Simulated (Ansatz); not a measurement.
CuI in space group P4/nmm (No. 129; Cu on 2b, I on 2c), PBE+D3(BJ) (plane waves, PAW; program Ansatz), all energies at zero smearing, with the estimated change up to a 700 eV cutoff added, with one set of potentials and settings (totals compare only within such a set). Cell of 8 atoms (4 Cu, 4 I): -56556.757 eV.

```
element             reference phase  E (eV/atom)
-------  --------------------------  -----------
Cu       Fm-3m, 1 atoms in the cell   -6625.7809
I         Cmce, 4 atoms in the cell   -7513.3076
```

Formation energy per atom, worked out: (-56556.757 − 4×(-6625.7809) − 4×(-7513.3076))/8 = -0.050 eV/atom (-5 kJ per mol of atoms), at 0 K, without zero-point energy or fitted corrections.

The start of the workflow was typed in or built on a structure type; the Crystallography Open Database copy checked does not list it. It is not the phase usual at ambient conditions (space group No. 216). Symmetry was held in the PBE+D3(BJ) relaxation; whether a distortion lowers the energy is not shown. The workflow began spin-polarised and lost its moments. The references are the lowest solids computed at this level, not always the standard phases. Scalar-relativistic: spin–orbit coupling is off unless named, which matters more the heavier the elements.

Potentials: the earlier of the program's two PAW sets.
